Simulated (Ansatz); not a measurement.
The numbers come from plane-wave PAW DFT (Ansatz): PBEsol, no spin polarisation, 420 eV, 6×6×4 Γ-centred k points, fermi-dirac occupations (width 0.1 eV). Nothing was relaxed.

Computed maps in the lattice plane spanned by b (left to right, 5.26 Å, 16 points from zero) and c (bottom to top, 8.55 Å, 26 points from zero), 83° apart, at height 0.145 along a. The fields are smooth PAW ones with compensation charges, not the true ones near nuclei.

Valence density. Digits on a logarithmic scale: 0 up to 0.03 e/Å³, each further digit a factor of 1.6, 9 from 1.3 e/Å³ up:
```
7886555556544445
6776555444444445
5567766544444334
4578998654444333
4689999864444433
4699999965444444
4699999975444444
4579999965445544
4457999754445544
4445666544444544
4344555444444444
3345666543334444
3457899754333333
3458999964333333
4469999985433333
4458999985444444
4457999975444444
4445688754445555
4444455554455555
4433445554455665
4433345565555555
4433346787655555
5444446999754444
6655457999864445
7876556899864446
8986555788754446
```

ELF. Ten even steps from '0' (0.10) to '9' (0.80):
```
1001231001123321
1112232211345421
1122222223455422
2234443223443222
2245665323332111
2246896423222112
2246897533322222
3235666423333333
3323444323334443
3333333223223333
3322222223221223
3210111012321112
3102786201321113
3117999831232223
3118925960233334
3216956950133233
3201799820233223
3310145301333333
2221011123433333
2222233322333333
2222222210123332
2222101342012322
1112101687401222
1111102799610221
1011212688500211
0001221244201211
```

Task: The cell is Nb₆ZnAu₂. Which atoms lie within 0.2 Å of this plane, and where (fractions of b and c)?

Result: Au at (0.29, 0.75), Nb at (0.35, 0.41). The whole cell:
```
Au Zn Nb
1.0
     0.00000    5.02585    0.00000
     4.62660   -2.51293    0.00000
     1.20090    0.00000   -8.46969
Au Zn Nb
2 1 6
Direct
  0.14474 0.28948 0.75097
  0.85526 0.71052 0.24903
  0.00000 0.00000 0.00000
  0.47030 0.94060 0.72470
  0.52970 0.05940 0.27530
  0.29260 0.58520 0.07050
  0.70740 0.41480 0.92950
  0.17360 0.34720 0.40920
  0.82640 0.65280 0.59080
```

Origin: a known structure type with other elements, at an estimated volume, so it need not be a known compound. Caveats: many states at the Fermi level without spin polarisation, so a magnetic state may lie lower; atoms or cell far from equilibrium.
